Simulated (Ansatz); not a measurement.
CaTaS2:
```
CELL_PARAMETERS angstrom
      3.37433     0.00000     0.00000
     -1.68716     2.92225     0.00000
      0.00000     0.00000    14.28618
ATOMIC_POSITIONS crystal
  S  0.33333 0.66667 0.63917
  Ta 0.00000 0.00000 0.75000
  S  0.33333 0.66667 0.86083
  Ca 0.00000 0.00000 0.00000
  S  0.66667 0.33333 0.13917
  Ta 0.00000 0.00000 0.25000
  S  0.66667 0.33333 0.36083
  Ca 0.00000 0.00000 0.50000
```

Relaxed with PBE+D3(BJ). Special points in fractions of this cell's reciprocal vectors: Γ (0.000, 0.000, 0.000); M (0.500, 0.000, 0.000); K (0.333, 0.333, 0.000); A (0.000, 0.000, 0.500); L (0.500, 0.000, 0.500); H (0.333, 0.333, 0.500).

Task: List the band energies nearest the Fermi level at these points for PBE+D3(BJ) (plane waves, PAW; program Ansatz).

Result: In eV from the Fermi level; about four levels below and three above (degenerate sets whole), none deeper than 8.9 eV; points with the same levels are listed once.

```tsv
k	below	above
Γ	-3.51 -3.51 -2.49 -1.05	0.33 0.33 0.66
M	-2.49 -2.26 -0.53 -0.08	1.53 1.71 1.85
K	-4.97 -4.97 -1.13 -1.13	0.30 0.30 0.60
A	-3.59 -3.59 -3.59 -3.59 -1.73 -1.73	0.52 0.52 0.52 0.52
L	-2.38 -2.38 -0.33 -0.33	1.88 1.88 1.89 1.89
H	-4.97 -4.97 -1.13 -1.13	0.26 0.26 0.65 0.65
```

Space group P6_3/mmc. The cell is a constructed one: a structure type filled with these elements; neither database checked (COD, Materials Project) lists it. Whether it is the stable phase at ambient conditions was not checked. The PBE+D3(BJ) relaxation kept the symmetry of its start; of distortions, only those at the zone centre were tested. The run is not spin-polarised. Spin–orbit coupling is left out wherever it is not named.

Potentials: the later of the program's two PAW sets.
